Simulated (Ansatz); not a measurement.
A crystal relaxed with r2SCAN in the plane-wave code Ansatz has space group I-42m (No. 121) and a = 5.153 Å, c = 10.090 Å.

```csv
atom,site,x,y,z
Xx,4d,0.0000,0.5000,0.2500
S,8i,0.2195,0.7805,0.3624
Xx,2b,0.5000,0.5000,0.0000
Cd,2a,0.0000,0.0000,0.0000
```

The r2SCAN gap is direct at Γ: 3.61 eV. With HSE06 the gap is 4.11 eV and direct, at Γ. Meshes: r2SCAN 8×8×8, HSE06 4×4×4. r2SCAN's ε∞ is 5.2 along x and y, 5.1 along z.

**Question.** Which element is Xx?
A. Ba
B. Be
C. Mg
D. Sr

**Answer.** B. Xx is Be: an ordered 8-atom cell of Be3CdS4 on the zincblende lattice (I-42m). Be has 4 S at 2.16 Å; S has 3 Be at 2.12–2.16 Å and 1 Cd at 2.47 Å; Be has 4 S at 2.12 Å; Cd has 4 S at 2.47 Å.

All values are calculated for a non-magnetic cell, which may be hypothetical.

The runs are scalar-relativistic, without spin-orbit coupling.

The meshes of the hybrids are coarse, so their gaps aren't converged to the digits shown.

For a response run the program warns that the ground state's bands aren't all converged, so ε∞ carries an extra error.
